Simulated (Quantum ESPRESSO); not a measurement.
# AlZnGaF7Cl: one run as intended and one with a planted mistake

A calculation, not a measurement. The program is pw.x of Quantum ESPRESSO 7.5 (plane-wave density functional theory). The cell is made up: 11 atoms on a rutile lattice with one site empty, with randomly drawn elements, strain and displacements, not relaxed. PseudoDojo standard norm-conserving files (v0.5 for PBE, v0.4.1 for LDA and PBEsol) set the functional; there is no spin polarisation, spin-orbit coupling or dispersion term, and the masses in the input are unused placeholders.

Intended input:

```
&control calculation='scf', pseudo_dir='./dojo.nc.sr.pbe.v0_5.standard.upf', outdir='./o', disk_io='low', tprnfor=.true., tstress=.true. /
&system ibrav=0, nat=11, ntyp=5, nbnd=52, ecutwfc=84.00895049, nosym=.true., tot_charge=0,
 occupations='smearing', smearing='fd', degauss=0.0018374661
/
&electrons conv_thr=7.350e-09, electron_maxstep=60, /
ATOMIC_SPECIES
Al 1.0 Al.upf
Cl 1.0 Cl.upf
F 1.0 F.upf
Ga 1.0 Ga.upf
Zn 1.0 Zn.upf
CELL_PARAMETERS angstrom
4.5302 0.0629 0.0079
0.0629 4.6322 -0.0027
0.0104 -0.0036 6.2187
ATOMIC_POSITIONS angstrom
Al 2.3176 2.3387 1.5499
Zn 0.0839 -0.0445 3.081
Ga 2.2389 2.3077 4.7567
F 1.4222 1.4059 -0.0125
F 3.0222 3.3677 -0.0665
F 3.5953 1.0019 1.6586
F 0.8949 3.7036 1.5778
F 1.3835 1.5137 3.1484
Cl 3.3251 3.0896 3.1723
F 3.663 1.0229 4.7295
F 1.0021 3.6531 4.7329
K_POINTS automatic
5 5 4 1 1 1
```

The log is shortened where brackets say so; the opening notice, blank lines, dates and the lines on written files are dropped, and the path of the files is cut. It prints rydbergs, bohrs and kilobars, and counts compression as positive stress. Where no state is partly filled, the Fermi energy that it prints is only some level between the filled and the empty states on the mesh, and need not lie in the true gap.

Log of the intended run:

```
     Program PWSCF v.7.5
     Parallel version (MPI & OpenMP), running on       4 processor cores
     Number of MPI processes:                 4
     Threads/MPI process:                     1
     [start-up lines left out]
     bravais-lattice index     =            0
     lattice parameter (alat)  =       8.5617  a.u.
     unit-cell volume          =     880.4761 (a.u.)^3
     number of atoms/cell      =           11
     number of atomic types    =            5
     number of electrons       =        92.00
     number of Kohn-Sham states=           52
     kinetic-energy cutoff     =      84.0090  Ry
     charge density cutoff     =     336.0358  Ry
     scf convergence threshold =      7.3E-09
     mixing beta               =       0.7000
     number of iterations used =            8  plain     mixing
     Exchange-correlation= PBE
                           (   1   4   3   4   0   0   0)
     [axes and pseudopotential details left out]
   Cartesian axes
     site n.     atom                  positions (alat units)
         1        Al     tau(   1) = (   0.5115388   0.5161960   0.3420927  )
         2        Zn     tau(   2) = (   0.0185183  -0.0098220   0.6800358  )
         3        Ga     tau(   3) = (   0.4941682   0.5093537   1.0498950  )
         4        F      tau(   4) = (   0.3139068   0.3103091  -0.0027590  )
         5        F      tau(   5) = (   0.6670576   0.7433160  -0.0146778  )
         6        F      tau(   6) = (   0.7935517   0.2211386   0.3660849  )
         7        F      tau(   7) = (   0.1975216   0.8174556   0.3482507  )
         8        F      tau(   8) = (   0.3053650   0.3341026   0.6949123  )
         9        Cl     tau(   9) = (   0.7339134   0.6819340   0.7001875  )
        10        F      tau(  10) = (   0.8084944   0.2257737   1.0438914  )
        11        F      tau(  11) = (   0.2211827   0.8063093   1.0446419  )
     number of k points=    50  Fermi-Dirac smearing, width (Ry)=  0.0018
                       cart. coord. in units 2pi/alat
        k(    1) = (   0.0985110   0.0965229   0.0909601), wk =   0.0400000
        k(    2) = (   0.0981918   0.0966334   0.2730986), wk =   0.0400000
     [further k points left out]
     Dense  grid:    91585 G-vectors     FFT dimensions: (  50,  54,  72)
     Estimated max dynamical RAM per process >     262.58 MB
     Estimated total dynamical RAM >     983.26 MB
     Initial potential from superposition of free atoms
     starting charge      91.9947, renormalised to      92.0000
     Starting wfcs are   55 randomized atomic wfcs
     total cpu time spent up to now is        3.5 secs
     per-process dynamical memory:   208.9 Mb
     Self-consistent Calculation
     iteration #  1     ecut=    84.01 Ry     beta= 0.70
     Davidson diagonalization with overlap
     ethr =  1.00E-02,  avg # of iterations =  5.5
     total cpu time spent up to now is       11.1 secs
     total energy              =    -953.67689288 Ry
     estimated scf accuracy    <       1.29949477 Ry
     iteration #  2     ecut=    84.01 Ry     beta= 0.70
     Davidson diagonalization with overlap
     ethr =  1.41E-03,  avg # of iterations =  3.5
     total cpu time spent up to now is       18.4 secs
     total energy              =    -954.01168354 Ry
     estimated scf accuracy    <       1.15739924 Ry
     [iterations 3 to 8 left out]
     iteration #  9     ecut=    84.01 Ry     beta= 0.70
     Davidson diagonalization with overlap
     ethr =  7.68E-10,  avg # of iterations =  2.0
     total cpu time spent up to now is       67.0 secs
     total energy              =    -954.25603312 Ry
     estimated scf accuracy    <       0.00000005 Ry
     iteration # 10     ecut=    84.01 Ry     beta= 0.70
     Davidson diagonalization with overlap
     ethr =  5.41E-11,  avg # of iterations =  2.5
     total cpu time spent up to now is       74.0 secs
     End of self-consistent calculation
     [lines on levels left out]
     the Fermi energy is     6.6582 ev
!    total energy              =    -954.25603313 Ry
     estimated scf accuracy    <          3.8E-09 Ry
     smearing contrib. (-TS)   =       0.00000000 Ry
     internal energy E=F+TS    =    -954.25603313 Ry
     The total energy is F=E-TS. E is the sum of the following terms:
     one-electron contribution =    -637.47229671 Ry
     hartree contribution      =     371.80491472 Ry
     xc contribution           =    -176.21877183 Ry
     ewald contribution        =    -512.36987931 Ry
     convergence has been achieved in  10 iterations
     Forces acting on atoms (cartesian axes, Ry/au):
     atom    1 type  1   force =    -0.07450522   -0.03875163   -0.17422609
     atom    2 type  5   force =     0.04533386    0.09759573    0.04694047
     atom    3 type  4   force =    -0.02703416   -0.05922837    0.14194988
     atom    4 type  3   force =     0.02298997    0.02756942    0.05822344
     atom    5 type  3   force =    -0.00459372   -0.04972141    0.07164305
     atom    6 type  3   force =    -0.05217497    0.03672700   -0.02400812
     atom    7 type  3   force =     0.08406590   -0.07085209   -0.02081577
     atom    8 type  3   force =    -0.00823818   -0.01805780   -0.04378920
     atom    9 type  2   force =     0.05025781    0.06360661   -0.02031148
     atom   10 type  3   force =    -0.01658835   -0.00407743   -0.01176583
     atom   11 type  3   force =    -0.01951295    0.01518997   -0.02384035
     Total force =     0.340526     Total SCF correction =     0.000139
     Computing stress (Cartesian axis) and pressure
          total   stress  (Ry/bohr**3)                   (kbar)     P=      114.06
   0.00089951   0.00077072  -0.00006245          132.32      113.38       -9.19
   0.00077072   0.00077319   0.00007625          113.38      113.74       11.22
  -0.00006245   0.00007625   0.00065336           -9.19       11.22       96.11
     init_run     :      3.31s CPU      3.43s WALL (       1 calls)
     electrons    :     70.24s CPU     70.48s WALL (       1 calls)
     forces       :      1.29s CPU      1.30s WALL (       1 calls)
     stress       :      4.27s CPU      4.27s WALL (       1 calls)
     [timing details left out]
     PWSCF        :   1m19.23s CPU   1m19.66s WALL
     JOB DONE.
```

A second run has one planted mistake: two atoms have their elements exchanged. The input lines that differ, file-writing options aside:

```
- Cl 3.3251 3.0896 3.1723
+ F 3.3251 3.0896 3.1723
- F 1.0021 3.6531 4.7329
+ Cl 1.0021 3.6531 4.7329
```

Its log:

```
     Program PWSCF v.7.5
     Parallel version (MPI & OpenMP), running on       4 processor cores
     Number of MPI processes:                 4
     Threads/MPI process:                     1
     [start-up lines left out]
     bravais-lattice index     =            0
     lattice parameter (alat)  =       8.5617  a.u.
     unit-cell volume          =     880.4761 (a.u.)^3
     number of atoms/cell      =           11
     number of atomic types    =            5
     number of electrons       =        92.00
     number of Kohn-Sham states=           52
     kinetic-energy cutoff     =      84.0090  Ry
     charge density cutoff     =     336.0358  Ry
     scf convergence threshold =      7.3E-09
     mixing beta               =       0.7000
     number of iterations used =            8  plain     mixing
     Exchange-correlation= PBE
                           (   1   4   3   4   0   0   0)
     [axes and pseudopotential details left out]
   Cartesian axes
     site n.     atom                  positions (alat units)
         1        Al     tau(   1) = (   0.5115388   0.5161960   0.3420927  )
         2        Zn     tau(   2) = (   0.0185183  -0.0098220   0.6800358  )
         3        Ga     tau(   3) = (   0.4941682   0.5093537   1.0498950  )
         4        F      tau(   4) = (   0.3139068   0.3103091  -0.0027590  )
         5        F      tau(   5) = (   0.6670576   0.7433160  -0.0146778  )
         6        F      tau(   6) = (   0.7935517   0.2211386   0.3660849  )
         7        F      tau(   7) = (   0.1975216   0.8174556   0.3482507  )
         8        F      tau(   8) = (   0.3053650   0.3341026   0.6949123  )
         9        F      tau(   9) = (   0.7339134   0.6819340   0.7001875  )
        10        F      tau(  10) = (   0.8084944   0.2257737   1.0438914  )
        11        Cl     tau(  11) = (   0.2211827   0.8063093   1.0446419  )
     number of k points=    50  Fermi-Dirac smearing, width (Ry)=  0.0018
                       cart. coord. in units 2pi/alat
        k(    1) = (   0.0985110   0.0965229   0.0909601), wk =   0.0400000
        k(    2) = (   0.0981918   0.0966334   0.2730986), wk =   0.0400000
     [further k points left out]
     Dense  grid:    91585 G-vectors     FFT dimensions: (  50,  54,  72)
     Estimated max dynamical RAM per process >     262.58 MB
     Estimated total dynamical RAM >     983.26 MB
     Initial potential from superposition of free atoms
     starting charge      91.9947, renormalised to      92.0000
     Starting wfcs are   55 randomized atomic wfcs
     total cpu time spent up to now is        3.7 secs
     per-process dynamical memory:   208.9 Mb
     Self-consistent Calculation
     iteration #  1     ecut=    84.01 Ry     beta= 0.70
     Davidson diagonalization with overlap
     ethr =  1.00E-02,  avg # of iterations =  4.2
     total cpu time spent up to now is       11.0 secs
     total energy              =    -953.70392615 Ry
     estimated scf accuracy    <       1.22634921 Ry
     iteration #  2     ecut=    84.01 Ry     beta= 0.70
     Davidson diagonalization with overlap
     ethr =  1.33E-03,  avg # of iterations =  2.5
     total cpu time spent up to now is       18.2 secs
     total energy              =    -954.04916297 Ry
     estimated scf accuracy    <       0.95115400 Ry
     [iterations 3 to 8 left out]
     iteration #  9     ecut=    84.01 Ry     beta= 0.70
     Davidson diagonalization with overlap
     ethr =  8.31E-10,  avg # of iterations =  2.0
     total cpu time spent up to now is       69.2 secs
     total energy              =    -954.24233289 Ry
     estimated scf accuracy    <       0.00000005 Ry
     iteration # 10     ecut=    84.01 Ry     beta= 0.70
     Davidson diagonalization with overlap
     ethr =  5.20E-11,  avg # of iterations =  2.2
     total cpu time spent up to now is       76.6 secs
     End of self-consistent calculation
     [lines on levels left out]
     the Fermi energy is     7.0839 ev
!    total energy              =    -954.24233291 Ry
     estimated scf accuracy    <          5.8E-09 Ry
     smearing contrib. (-TS)   =       0.00000000 Ry
     internal energy E=F+TS    =    -954.24233291 Ry
     The total energy is F=E-TS. E is the sum of the following terms:
     one-electron contribution =    -637.93932276 Ry
     hartree contribution      =     372.26424712 Ry
     xc contribution           =    -176.19737796 Ry
     ewald contribution        =    -512.36987931 Ry
     convergence has been achieved in  10 iterations
     Forces acting on atoms (cartesian axes, Ry/au):
     atom    1 type  1   force =    -0.00268230    0.00796122   -0.03491569
     atom    2 type  5   force =    -0.06133620    0.05016984   -0.03812457
     atom    3 type  4   force =     0.29828990   -0.29013283    0.00925902
     atom    4 type  3   force =     0.02620941    0.01377657    0.08355883
     atom    5 type  3   force =     0.02380613   -0.04983378    0.10409097
     atom    6 type  3   force =    -0.05362450    0.05030812   -0.00430704
     atom    7 type  3   force =     0.08517921   -0.07785541   -0.01989627
     atom    8 type  3   force =     0.03008613    0.00180572   -0.07324217
     atom    9 type  3   force =    -0.05055169   -0.01076910   -0.06829025
     atom   10 type  3   force =    -0.04160245    0.02950134   -0.02071091
     atom   11 type  2   force =    -0.25377366    0.27506831    0.06257809
     Total force =     0.619485     Total SCF correction =     0.000345
     Computing stress (Cartesian axis) and pressure
          total   stress  (Ry/bohr**3)                   (kbar)     P=      123.99
   0.00103873  -0.00055335   0.00016366          152.80      -81.40       24.08
  -0.00055335   0.00113878  -0.00002961          -81.40      167.52       -4.36
   0.00016366  -0.00002961   0.00035109           24.08       -4.36       51.65
     init_run     :      3.42s CPU      3.52s WALL (       1 calls)
     electrons    :     72.69s CPU     72.94s WALL (       1 calls)
     forces       :      1.42s CPU      1.43s WALL (       1 calls)
     stress       :      4.57s CPU      4.57s WALL (       1 calls)
     [timing details left out]
     PWSCF        :   1m22.28s CPU   1m22.70s WALL
     JOB DONE.
```

|  | intended run | run with the mistake |
| --- | --- | --- |
| free energy (eV) | -12983.315 | -12983.128 |
| smearing term -TS (eV) | 0.0000 | 0.0000 |
| pressure (GPa) | 11.41 | 12.40 |
| largest force component (eV/Å) | 4.480 | 7.669 |
| largest change of a force component (eV/Å) |  | 8.364 |
| iterations | 10 | 10 |

For scale, a rerun of the intended cell at 1437 eV and a 7 x 7 x 6 mesh moved values by no more than 0.004 eV in energy, 0.02 GPa in stress and 0.002 eV/Å in force.